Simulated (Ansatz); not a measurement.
The calculation used DFT PBE, scalar-relativistic, plane waves, PAW in Ansatz 0.2.0. All cells share a 420 eV cutoff and Γ-centred k meshes spaced at most about 0.3 Å⁻¹ (about 0.25 or finer for metals, 2π included). No spin polarisation in the final relaxations.

Temperature and zero-point effects are left out.

Two relaxed structures of SnH2Br2:

1.

```xyz
5
Lattice="-1.7254 1.7254 7.9999 1.7254 -1.7254 7.9999 1.7254 1.7254 -7.9999" Properties=species:S:1:pos:R:3 pbc="T T T"
Sn    0.0000    0.0000    0.0000
H     0.0000    1.7254    3.9999
H     1.7254    0.0000    3.9999
Br    0.0000    0.0000   10.7873
Br    0.0000    0.0000    5.2125
```

2.

```xyz
5
Lattice="4.3219 0.0000 0.0000 -2.1610 3.7429 0.0000 0.0000 0.0000 7.4970" Properties=species:S:1:pos:R:3 pbc="T T T"
Sn    0.0000    0.0000    0.0000
H     0.0000    2.4953    5.9599
H     2.1610    1.2476    1.5370
Br    0.0000    2.4953    1.6816
Br    2.1610    1.2476    5.8154
```

Question: Which is lower in energy, and by how much?

Answer: They are level within the accuracy (3 meV/atom apart, with cell 2 the lower in these runs). Cell 1 has space group I4/mmm (No. 139), 19.1 Å³/atom and no gap on its mesh; cell 2 has space group P-3m1 (No. 164), 24.3 Å³/atom and no gap. The shortest distance is 2.11 Å (H–Br) in cell 1 and 2.50 Å (H–Br) in cell 2. Even the lower one lies +0.48 eV/atom against the reference forms of the elements (uncorrected), so neither is stable at this level. In cell 1, Sn is surrounded by 4 Sn at 3.45 Å and 8 Br at 3.70 Å; H is surrounded by 4 Br at 2.11 Å and 4 H at 2.44 Å; Br is surrounded by 4 H at 2.11 Å, 8 Br at 3.44–3.45 Å and 4 Sn at 3.70 Å. In cell 2, around Sn lie 6 H at 2.93 Å and 6 Br at 3.01 Å; H has 3 Br at 2.50 Å, 3 Sn at 2.93 Å and 1 Br at 3.22 Å (long against covalent radii, as for large ions); Br has 3 H at 2.50 Å, 3 Sn at 3.01 Å and 1 H at 3.22 Å. Both come from invented guesses. A third cell relaxed alike, in P-3m1, lies 0.95 eV/atom below the lower of the two.

The k mesh leaves some 4 meV/atom of noise in the energy of each metallic cell. Weakly bound directions are ill-defined at this level, which has no dispersion term (I4/mmm, P-3m1), and this can change margins and order among such cells. H stands nearly free of neighbours here, and without spin polarisation the energy of such atoms comes out too high. With hydrogen, zero-point motion can shift such differences by 10 meV/atom or more. Cells relaxed within their symmetry can be saddle points.
